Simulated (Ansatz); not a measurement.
Rh (fcc type), DFT, r2SCAN, PAW with Ansatz's default frozen-core files, scalar-relativistic (Ansatz 0.2.0), on 1 thread of Arm Neoverse V1 (shared host).

Command: `ansatz run input.yaml --threads 1 --pin off --max-ram 2048MiB --backend cpu --events-out ev --progress --plain --runs-dir out`

```yaml
crystal:
  lattice:
    - [0.0, 1.8213790949, 1.8213790949]
    - [1.8213790949, 0.0, 1.8213790949]
    - [1.8213790949, 1.8213790949, 0.0]
  atoms:
    - { symbol: Rh, position: [0.0, 0.0, 0.0] }
kpoints:
  mp_grid: { grid: [17, 17, 17] }
  band_path:
    path:
      - [0.0, 0.0, 0.0]
      - [0.5, 0.0, 0.5]
      - [0.625, 0.25, 0.625]
      - [0.375, 0.375, 0.75]
      - [0.0, 0.0, 0.0]
      - [0.5, 0.5, 0.5]
      - [0.5, 0.25, 0.75]
      - [0.5, 0.0, 0.5]
    npoints: 8
scf:
  occupations: { method: fermi_dirac, width: 0.1 }
hamiltonian:
  xc: r2scan
  pseudopotentials: { kind: paw }
output:
  forces: true
  stress: true
  eigenvalues: true
  populations: true
  dos: { projected: true, de: 0.2, e_range: [-14, 8] }
```

(1) How large is the problem that the program sets up?

(2) About how long does it take?

Results:

(1) 165 irreducible k-points, 331 plane waves at Γ, 13 bands.

(2) 5.1 s of wall time for 6 SCF iterations. Times on shared machines scatter by tens of per cent.
